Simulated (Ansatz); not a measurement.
Trial structure of CuSi₁₂, not yet relaxed:

```
CELL_PARAMETERS angstrom
6.70304 0.00000 0.00000
-3.35152 5.80500 0.00000
0.00000 0.00000 6.49369
ATOMIC_POSITIONS crystal
Si 0.66667 0.66667 0.74947
Si 0.33333 0.00000 0.74947
Si 0.00000 0.33333 0.74947
Si 0.00000 0.66667 0.81723
Si 0.66667 0.00000 0.81723
Si 0.33333 0.33333 0.81723
Si 0.00000 0.66667 0.18277
Si 0.66667 0.00000 0.18277
Si 0.33333 0.33333 0.18277
Si 0.66667 0.66667 0.25053
Si 0.33333 0.00000 0.25053
Si 0.00000 0.33333 0.25053
Cu 0.00000 0.00000 0.00000
```

These are results of Ansatz, DFT PBE+D3(BJ), scalar-relativistic, plane waves, PAW, not measurements. Settings: cutoff 420 eV, Γ-centred mesh 3×3×4 on the computed 13-atom cell, Gaussian smearing of 0.10 eV; no spin polarisation.

The zero of energy is the elements' standard structures at the same level; no fitted shifts are applied.

Question: What does a single point on this coarse mesh give?

Answer: The pressure is 5.2 GPa (the mean over three directions, positive in compression), the largest force is 2.38 eV/Å, and the energy is +0.46 eV/atom against the elements. The shortest distance is 2.28 Å.

Question: Is it a good guess?

Answer: A rough one: relaxing gains about 0.35 eV/atom (the start's value is from the coarse mesh, so the gain is rough) in 10 ionic steps and ends at +0.12 eV/atom on the finer mesh. The symmetry stays P-62m (No. 189). The volume per atom shrinks by 3.9 %, from 19.4 to 18.7 Å³. The shortest distance goes from 2.28 Å (Si–Si) to 2.35 Å (Si–Si). Conventional cell: a = 6.668 Å, c = 6.306 Å. Si on its first site is surrounded by 4 Si at 2.35–2.36 Å and 1 Cu at 2.95 Å; around Si on its second site lie 4 Si at 2.35–2.38 Å and 1 Cu at 2.54 Å; around Cu lie 6 Si at 2.54 Å and 6 Si at 2.95 Å.

The last run used a 6×6×6 mesh for its 13-atom cell and Gaussian smearing of 0.10 eV. The cell is a metal run without spin; a magnetic state may lie lower. The relaxation can't lower the symmetry of the start, and the grade says only how near the guess is to its own end. Symmetry constrained the relaxation, so the result can be a saddle point.
